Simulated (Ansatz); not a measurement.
Structure: Cl (Cmce) from a database structure, at its r2SCAN+rVV10 minimum. The symmetry is Cmce (No. 64, orthorhombic); a = 6.250 Å, b = 4.014 Å, c = 8.147 Å in the conventional setting, 25.55 Å³ an atom. Cl is surrounded by 1 Cl at 2.02 Å.

```cif
data_structure
_symmetry_space_group_name_H-M 'P 1'
_symmetry_Int_Tables_number 1
_cell_length_a 3.7143
_cell_length_b 3.7143
_cell_length_c 8.1466
_cell_angle_alpha 90.000
_cell_angle_beta 90.000
_cell_angle_gamma 65.423
_cell_volume 102.21
loop_
_atom_site_label
_atom_site_type_symbol
_atom_site_fract_x
_atom_site_fract_y
_atom_site_fract_z
_atom_site_occupancy
Cl1 Cl 0.87564 0.12436 0.60748 1
Cl2 Cl 0.12436 0.87564 0.39252 1
Cl3 Cl 0.62436 0.37564 0.10748 1
Cl4 Cl 0.37564 0.62436 0.89252 1
```

3 runs of Ansatz 0.2.0 on this cell differ in the functional (and in the settings that go with it). Levels are in eV from each run's valence top; v1 is the last filled band, c1 the first empty one.

Run A, mean stress +2.9 GPa (compression positive):

| point | v5 | v3 | v1 | c1 | c2 | c3 |
| --- | --- | --- | --- | --- | --- | --- |
| Γ | -2.80 | -0.48 | -0.05 | 12.01 | 13.55 | 15.92 |
| Y | -3.45 | -1.41 | -0.41 | 12.18 | 13.11 | 17.23 |
| F₀ | -3.68 | -0.99 | -0.37 | 12.45 | 12.91 | 18.15 |
| Z | -2.86 | -0.99 | -0.12 | 12.54 | 12.54 | 16.65 |

Run B, mean stress +0.4 GPa (compression positive):

| point | v5 | v3 | v1 | c1 | c2 | c3 |
| --- | --- | --- | --- | --- | --- | --- |
| Γ | -2.32 | -0.43 | 0.00 | 3.45 | 4.49 | 8.45 |
| Y | -2.92 | -1.24 | -0.29 | 3.53 | 4.21 | 9.53 |
| F₀ | -3.32 | -0.91 | -0.26 | 3.83 | 4.16 | 10.29 |
| Z | -2.38 | -0.86 | -0.06 | 3.90 | 3.90 | 8.81 |

Run C, mean stress +1.0 GPa (compression positive):

| point | v5 | v3 | v1 | c1 | c2 | c3 |
| --- | --- | --- | --- | --- | --- | --- |
| Γ | -2.33 | -0.41 | 0.00 | 3.80 | 4.90 | 8.48 |
| Y | -2.92 | -1.23 | -0.29 | 3.89 | 4.61 | 9.67 |
| F₀ | -3.31 | -0.89 | -0.26 | 4.18 | 4.53 | 10.41 |
| Z | -2.39 | -0.84 | -0.06 | 4.26 | 4.26 | 8.91 |

Q: Match the runs to r2SCANh, HSE06, Hartree-Fock.

A: A is Hartree-Fock, B is r2SCANh, C is HSE06. In order of the gap: r2SCANh 3.45, HSE06 3.80, Hartree-Fock 12.01 eV.

Calculated for a static, non-magnetic cell.

The program warns that its thresholds are loose for a hybrid's stress.

The meshes of the hybrids are coarse, so their gaps aren't converged to the digits shown.
